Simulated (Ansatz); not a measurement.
Consider the following.

Ti$_{5}$Si:
```yaml
crystal:
  lattice:
    - [2.48935, 1.43723, 4.40039]
    - [-2.48935, 1.43723, 4.40039]
    - [0.00000, -2.87445, 4.40039]
  atoms:
    - { symbol: Ti, position: [0.15136, 0.15136, 0.15136] }
    - { symbol: Ti, position: [0.84864, 0.84864, 0.84864] }
    - { symbol: Ti, position: [0.60485, 0.39515, 0.00000] }
    - { symbol: Ti, position: [0.00000, 0.60485, 0.39515] }
    - { symbol: Ti, position: [0.39515, 0.00000, 0.60485] }
    - { symbol: Si, position: [0.50000, 0.50000, 0.50000] }
```

This is the PBEsol-relaxed structure.

Problem. All from the program Ansatz at the PBEsol level (PAW), unless another level is named. Estimate the highest zone-centre frequency.

Solution. 390 cm⁻¹.

Problem. What about the bulk modulus (Birch–Murnaghan fit)?

Solution. 1290 kbar.

Space group R32. The first step of the workflow began from a Materials Project structure, measured or hypothetical; the Crystallography Open Database copy checked does not list it. Its standing as an ambient phase is unchecked. The cell was relaxed with PBEsol under the symmetry of its start; of distortions, only those at the zone centre were tested. The run is not spin-polarised. As this level gives no gap, phonon frequencies hold no LO–TO term and depend on the k-mesh and smearing (Fermi–Dirac, 0.1 eV here).

Potentials: the later of the program's two PAW sets.
